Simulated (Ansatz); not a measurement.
**O-17 NMR of the central transition in SiO2 at a changed volume**

Cell: a COD entry, relaxed with PBE at fixed cell and then changed (volume scaled by 0.94, ions relaxed).

```cif
data_SiO2
_symmetry_space_group_name_H-M 'P4_2/mnm'
_symmetry_Int_Tables_number 136
_cell_length_a 4.0816
_cell_length_b 4.0816
_cell_length_c 2.6101
_cell_angle_alpha 90.000
_cell_angle_beta 90.000
_cell_angle_gamma 90.000
loop_
_atom_site_label
_atom_site_type_symbol
_atom_site_symmetry_multiplicity
_atom_site_Wyckoff_symbol
_atom_site_fract_x
_atom_site_fract_y
_atom_site_fract_z
Si Si 2 a 0.0000 0.0000 0.0000
O O 4 f 0.3034 0.3034 0.0000
```

One atom of each set is listed.

All values are calculated (Ansatz; DFT, PBE, plane waves and PAW, scalar-relativistic, 420 eV cutoff, Γ-centred 7×7×11 k-points, Fermi–Dirac smearing 0.02 eV), not measured.

O-17 has I = 5/2 and Q = -25.58 mb (Pyykkö 2018); at 18.8 T its Larmor frequency is ν₀ = 108.6 MHz. Only the quadrupole interaction is simulated: positions count from each site's isotropic chemical shift, and J coupling is left out, as are shift anisotropy and dipolar coupling, which fast spinning averages.

(1) Simulate the second-order pattern (fast magic-angle spinning, Gaussian broadening 0.3 kHz) of site O (3 Si at 1.73–1.75 Å).

Answers

(1) The calculation gives C_Q = 6.55 MHz and η = 0.21, so ν_Q = 0.983 MHz and the centre of gravity lies at -22.2 ppm (-2.41 kHz).

offset (kHz), height and a bar:
```
   -6.263          0 
   -6.107          1 
   -5.951          4 #
   -5.795          7 ##
   -5.639          8 ##
   -5.483          8 ##
   -5.327          8 ##
   -5.171          8 ##
   -5.015          8 ##
   -4.858          9 ###
   -4.702          9 ###
   -4.546          9 ###
   -4.390         10 ###
   -4.234         15 ####
   -4.078         30 #########
   -3.922         46 ##############
   -3.766         59 ##################
   -3.610         76 #######################
   -3.454         88 ###########################
   -3.298         79 ########################
   -3.142         67 ####################
   -2.986         61 ##################
   -2.830         58 #################
   -2.674         56 #################
   -2.518         55 #################
   -2.362         56 #################
   -2.206         56 #################
   -2.050         58 #################
   -1.894         61 ##################
   -1.738         65 ####################
   -1.582         73 ######################
   -1.426         87 ##########################
   -1.270        100 ##############################
   -1.113         94 ############################
   -0.957         78 #######################
   -0.801         66 ####################
   -0.645         50 ###############
   -0.489         23 #######
   -0.333          4 #
   -0.177          0
```

At O V_zz stands upright on the plane through its three neighbours (within 1°).

At this changed cell the PBE pressure is 36 GPa.
